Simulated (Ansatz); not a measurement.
**What DFT gives for K₃Mg₂Ag₃**

```
CELL_PARAMETERS angstrom
2.98900 5.17710 0.00000
-2.98900 5.17710 0.00000
-2.98900 1.72570 7.10242
ATOMIC_POSITIONS crystal
K 0.50000 0.00000 0.50000
Ag 0.50000 0.50000 0.00000
Ag 0.00000 0.50000 0.00000
Ag 0.50000 0.00000 0.00000
K 0.09260 0.81480 0.27780
K 0.90740 0.18520 0.72220
Mg 0.75440 0.49120 0.26320
Mg 0.24560 0.50880 0.73680
```

The numbers come from plane-wave PAW DFT (Ansatz): r2SCAN, no spin polarisation, 500 eV, 7×7×7 Γ-centred k points, fermi-dirac occupations (width 0.1 eV). Nothing was relaxed.

Q: How is the charge shared?

A: Bader charges in e: K +0.64 to +0.68, Mg +0.43, Ag -0.94. In the mean K gives up most and Ag takes most.

Q: What happens at the Fermi level?

A: It is a metal, with about 2.4 states/eV a cell as the mean within 0.25 eV of the Fermi level.

Q: What is the formation energy?

A: 0.23 eV an atom against the elements' usual phases (free molecules for gases, crystals otherwise, with no correction for O₂ or N₂), so at this geometry it isn't bound against them. Relaxing would lower it.

Q: What does the stress say?

A: The pressure is 4.9 GPa (compression positive), so with the atoms held at these fractions the cell would first expand; the forces are large, so a full relaxation may end otherwise. The principal stresses 4.1, 4.1, 6.6 GPa differ, so its shape would change too.

Q: Which atom feels the largest force, and which way?

A: The largest is on Mg7 (and as large on other atoms): 0.83 eV/Å, components (0.00, 0.00, 0.83). It makes 137° with the line to a nearest neighbour, Ag4 at 2.54 Å, pointing away from it.

Origin: a known structure type with other elements, at an estimated volume, so it need not be a known compound.
